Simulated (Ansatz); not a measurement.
## IrS, a known structure type with other elements, at an estimated volume

```yaml
crystal:
  lattice:
    - [10.10096, 0.00000, 0.00000]
    - [0.00000, 3.51380, 0.00000]
    - [0.00000, 0.00000, 4.14312]
  atoms:
    - { symbol: S, position: [0.84950, 0.25000, 0.50230] }
    - { symbol: S, position: [0.65050, 0.75000, 0.00230] }
    - { symbol: S, position: [0.34950, 0.25000, 0.99770] }
    - { symbol: S, position: [0.15050, 0.75000, 0.49770] }
    - { symbol: Ir, position: [0.12210, 0.25000, 0.12770] }
    - { symbol: Ir, position: [0.37790, 0.75000, 0.62770] }
    - { symbol: Ir, position: [0.62210, 0.25000, 0.37230] }
    - { symbol: Ir, position: [0.87790, 0.75000, 0.87230] }
```

Single point in Ansatz 0.2.0 with PBE, no spin polarisation. Cutoff 420 eV, PAW datasets, 4×10×8 Γ-centred k mesh, fermi-dirac filling (width 0.1 eV).

(1) What happens at the Fermi level?

(2) Describe some of the short contacts.

(3) Is the cell too large or too small?

(4) Where is the largest force?

Origin: a known structure type with other elements, at an estimated volume, so it need not be a known compound. Caveats: many states at the Fermi level without spin polarisation, so a magnetic state may lie lower.

Answers

(1) It is a metal, with about 6.7 states/eV a cell as the mean within 0.25 eV of the Fermi level, mostly Ir d (59 %) and S p (26 %).

(2) S–Ir at 2.35 Å: least valence density 0.72 e/Å³ and ELF 0.44 there. Both are smooth PAW fields, read partly inside the augmentation spheres.

(3) The pressure is -12.7 GPa (compression positive), so with the atoms held at these fractions the cell would first shrink; the forces are large, so a full relaxation may end otherwise. The principal stresses -15.2, -14.4, -8.5 GPa differ, so its shape would change too.

(4) The largest is on S1 (and as large on other atoms): 1.21 eV/Å, components (-0.38, 0.00, 1.15). It makes 54° with the line to a nearest neighbour, Ir8 at 2.35 Å.
